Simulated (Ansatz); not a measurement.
Ansatz (a program for electronic structure) input:

Ansatz 0.2 input:
```yaml
crystal:
  lattice:
    - [0.0, 2.2198159458, 2.2198159458]
    - [2.2198159458, 0.0, 2.2198159458]
    - [2.2198159458, 2.2198159458, 0.0]
  atoms:
    - { symbol: C, position: [0.0, 0.0, 0.0] }
    - { symbol: Ta, position: [0.5, 0.5, 0.5] }
kpoints:
  mp_grid: { grid: [12, 12, 12] }
  band_path:
    path:
      - [[0.0, 0.0, 0.0], [0.5, 0.0, 0.5], [0.625, 0.25, 0.625]]  # Γ-X-U
      - [[0.375, 0.375, 0.75], [0.0, 0.0, 0.0], [0.5, 0.5, 0.5], [0.5, 0.25, 0.75], [0.5, 0.0, 0.5]]  # K-Γ-L-W-X
    npoints: 12
basis: { xc_grid: 2 }
hamiltonian:
  xc: pbesol
  pseudopotentials: { kind: paw }
magnetization: { noncollinear: true, spin_orbit: true }
scf:
  n_extra_bands: 13
  convergence: { dr2_threshold: 0.0000000001 }
  occupations: { method: gaussian, width: 0.05 }
output: { eigenvalues: true }
```

Output (shortened):

```
Pseudopotential: C, paw_fr, valence charge 4
Pseudopotential: Ta, paw_fr, valence charge 13
Functional definition: PBEsol
non-collinear run that drives no moment, with spin-orbit …
Crystal: 2 atoms, lattice volume = 21.877 Å³
Basis set: ecut = 420 eV, 411 PW (Γ), exchange–correlation on 48×48×48 points (8 copies of the dense FFT grid, shifted against one another)
Bands: 30, of which v1, the nominal top of the filled ones, is band 17 counted from 1 (16 counted from 0)
Symmetry: 48 space group operations + 48 with time reversal
k-points: 72 of 1728
Projection manifold: j_resolved (fully-relativistic pseudo-atomic orbitals)
SCF iter   1: F=—  HF=-10077.422469 eV  |F-HF|=—  |Δ(HF+E_count)|=         —  Δρ=1.04e-1  dr2=3.24e0  dr2_m=0.00e0 (ungated)  ethr=3.10e-3  |M|=0.00e0 ∫|m|=0.00e0 μB  |m|>n=0.0e0 m-floor=0.0e0 τ_xc=0.0e0  β_m=0.30  ⟨swp⟩=6.0  Hψ=5256  notcnv=0  defer=20
preconditioner: auto → none
SCF iter   2: F=—  HF=-10076.867797 eV  |F-HF|=—  |Δ(HF+E_count)|=   5.55e-1  Δρ=5.97e-2  dr2=1.03e0  dr2_m=0.00e0 (ungated)  ethr=3.10e-3  |M|=0.00e0 ∫|m|=0.00e0 μB  |m|>n=0.0e0 m-floor=0.0e0 τ_xc=0.0e0  β_m=0.49  ⟨swp⟩=2.2  Hψ=1712  notcnv=0  defer=424
SCF iter   3: F=—  HF=-10076.634646 eV  |F-HF|=—  |Δ(HF+E_count)|=   2.33e-1  Δρ=1.16e-2  dr2=1.20e-2  dr2_m=0.00e0 (ungated)  ethr=3.10e-3  |M|=0.00e0 ∫|m|=0.00e0 μB  |m|>n=0.0e0 m-floor=0.0e0 τ_xc=0.0e0  β_m=0.67  ⟨swp⟩=2.0  Hψ=1436  notcnv=0  defer=424
SCF iter   4: F=—  HF=-10076.637977 eV  |F-HF|=—  |Δ(HF+E_count)|=   3.33e-3  Δρ=2.58e-3  dr2=1.85e-3  dr2_m=0.00e0 (ungated)  ethr=7.05e-5  |M|=0.00e0 ∫|m|=0.00e0 μB  |m|>n=0.0e0 m-floor=0.0e0 τ_xc=0.0e0  β_m=0.63  ⟨swp⟩=2.7  Hψ=1818  notcnv=0  defer=428
SCF iter   5: F=—  HF=-10076.637581 eV  |F-HF|=—  |Δ(HF+E_count)|=   3.96e-4  Δρ=1.79e-4  dr2=5.66e-6  dr2_m=0.00e0 (ungated)  ethr=1.09e-5  |M|=0.00e0 ∫|m|=0.00e0 μB  |m|>n=0.0e0 m-floor=0.0e0 τ_xc=0.0e0  β_m=0.82  ⟨swp⟩=2.2  Hψ=1167  notcnv=0  defer=428
SCF iter   6: F=—  HF=-10076.637583 eV  |F-HF|=—  |Δ(HF+E_count)|=   2.75e-6  Δρ=2.65e-5  dr2=8.11e-8  dr2_m=0.00e0 (ungated)  ethr=3.33e-8  |M|=0.00e0 ∫|m|=0.00e0 μB  |m|>n=0.0e0 m-floor=0.0e0 τ_xc=0.0e0  β_m=0.86  ⟨swp⟩=2.2  Hψ=1411  notcnv=0  defer=428
SCF iter   7: F=—  HF=-10076.637585 eV  |F-HF|=—  |Δ(HF+E_count)|=   1.13e-6  Δρ=3.18e-6  dr2=3.14e-9  dr2_m=0.00e0 (ungated)  ethr=4.77e-10  |M|=0.00e0 ∫|m|=0.00e0 μB  |m|>n=0.0e0 m-floor=0.0e0 τ_xc=0.0e0  β_m=0.84  ⟨swp⟩=2.2  Hψ=1376  notcnv=0  defer=428
SCF iter   8: F=-10076.637585 eV  HF=-10076.637585 eV  |F-HF|=7.09e-11  |Δ(HF+E_count)|=   1.03e-9  Δρ=6.12e-7  dr2=8.77e-11  dr2_m=0.00e0 (ungated)  ethr=1.00e-12  |M|=0.00e0 ∫|m|=0.00e0 μB  |m|>n=0.0e0 m-floor=0.0e0 τ_xc=0.0e0  ⟨swp⟩=7.6  Hψ=4988  notcnv=0
SCF 1 converged in 8 iterations: F = -10076.637585 eV  dr2 = 8.77e-11
NSCF: frozen V_eff on 74 k-points
SCF converged after 8 iterations
Magnetization: |M| = 0.0000 μB,  M = (+0.0000, +0.0000, +0.0000) μB
Absolute magnetization: 0.0000 μB (∫|m|)
  site 0: m = (+0.0000, +0.0000, +0.0000) μB, |m| = 0.0000 μB  (R = 0.92 Å)
  site 1: m = (+0.0000, +0.0000, +0.0000) μB, |m| = 0.0000 μB  (R = 0.92 Å)
Free energy (F): -10076.637585 eV
Harris-Foulkes:  -10076.637585 eV  (|F-HF|=7.09e-11)
Internal energy: -10076.636014 eV  (E = F + TS)
E sigma→0 (E₀):  -10076.636799 eV
Entropy (-TS):   -0.001570 eV (-0.785 meV/atom)
Fermi energy:    20.061457 eV
--- Per-component energies (eV) ---
  E_band       = -65.245307
  E_kinetic    = 457.242045
  E_local      = -548.444409  (includes V_loc(G=0)·N_el)
  E_nonlocal   = 40.480272
  E_hartree    = 186.343424
  E_xc         = -266.175656
  E_vxc        = -265.280431  (∫ρ·V_xc dr)
  E_paw        = -8386.989798  (= ΣΔE_a)
  E_vpaw       = -121.929859  (= ΣTr[D̂ρ^β])
  E_aug_tail   = 0.000128  (compensation charges beyond the density's cutoff)
  E_ewald      = -1559.331493
  E_core_change = 0.239473  (= ΣΔE_core)
  E_smearing   = -0.001570  (= −TS)
  E_closure    = 0.000000  (closes the sum)
  Σ components = -10076.637585   (vs F -10076.637585, Δ=0.00e0)
  [band-id]    e_kinetic+e_local+e_nonlocal+2·e_hartree+e_vxc+e_vpaw+e_augmentation_tail = -65.245406   (vs E_band -65.245307, Δ=-9.81e-5)
--- Band table (eV; the first three rows and the last of 72) ---
  k-point 0: bands = ["-48.4235", "-48.4235", "-21.1997", "-21.1997", "-12.3570", "-12.3570", "-12.3570", "-12.3570", "5.2571", "5.2571", "18.5782", "18.5782", "18.5782", "18.5782", "18.9501", "18.9501", "19.4632", "19.4632", "19.7009", "19.7009", "19.7009", …
  k-point 1: bands = ["-48.4202", "-48.4202", "-21.2115", "-21.2115", "-12.4054", "-12.4054", "-12.3634", "-12.3634", "5.4563", "5.4563", "17.7753", "17.7753", "18.1021", "18.1021", "18.3014", "18.3014", "19.1874", "19.1874", "19.3030", "19.3030", "20.1640", …
  k-point 2: bands = ["-48.4111", "-48.4111", "-21.2439", "-21.2439", "-12.5344", "-12.5344", "-12.3809", "-12.3809", "6.0255", "6.0255", "16.3319", "16.3319", "16.9340", "16.9340", "17.0563", "17.0563", "19.6654", "19.6654", "19.7180", "19.7180", "20.6675", …
  k-point 71: bands = ["-48.3569", "-48.3569", "-21.4294", "-21.4294", "-12.9436", "-12.9436", "-12.7821", "-12.7821", "8.2796", "8.2796", "14.7469", "14.7469", "14.7512", "14.7512", "15.3435", "15.3435", "21.7111", "21.7111", "21.7301", "21.7301", "24.2646", …
```

Cost: very roughly 10 core-seconds on shared cores.

Space group Fm-3m (rock salt). Symmetry was held in the PBEsol relaxation. No spin polarisation was allowed.

Potentials: the later of the program's two PAW sets.

Ansatz is a plane-wave DFT program.
